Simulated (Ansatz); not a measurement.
CdSe: reading a single point

```
Cd Se
1.0
     4.32682    0.00000    0.00000
    -2.16341    3.74713    0.00000
     0.00000    0.00000    7.06378
Cd Se
2 2
Direct
  0.33333 0.66667 0.00000
  0.66667 0.33333 0.50000
  0.33333 0.66667 0.38500
  0.66667 0.33333 0.88500
```

The numbers come from plane-wave PAW DFT (Ansatz): PBE, no spin polarisation, 420 eV, 7×7×4 Γ-centred k points, fermi-dirac occupations (width 0.1 eV). Nothing was relaxed.

Is the cell too large or too small?

The pressure is 2.0 GPa (compression positive), so with the atoms held at these fractions the cell would first expand. The principal stresses 0.8, 2.6, 2.6 GPa differ, so its shape would change too.

Which atom feels the largest force, and which way?

The largest is on Se4 (and as large on other atoms): 0.26 eV/Å, components (0.00, 0.00, -0.26). It makes 108° with the line to a nearest neighbour, Cd1 at 2.63 Å.

Describe some of the short contacts.

Cd–Se at 2.63 Å: least valence density 0.38 e/Å³ and ELF 0.27 there. These are pseudo-fields; inside the PAW spheres they differ from the all-electron ones.

Is it stable against the elements?

-0.62 eV an atom against the elements' usual phases (free molecules for gases, crystals otherwise, with no correction for O₂ or N₂), so it is bound against them; other compounds may still compete. Relaxing would lower it.

Metal or insulator? Give the gap.

The gap is 0.66 eV, direct at the points sampled. A semilocal functional usually gives too small a gap.

How is the charge shared?

Bader charges in e: Cd +0.72, Se -0.72. In the mean Cd gives up most and Se takes most.

Origin: a database entry at a rescaled volume.
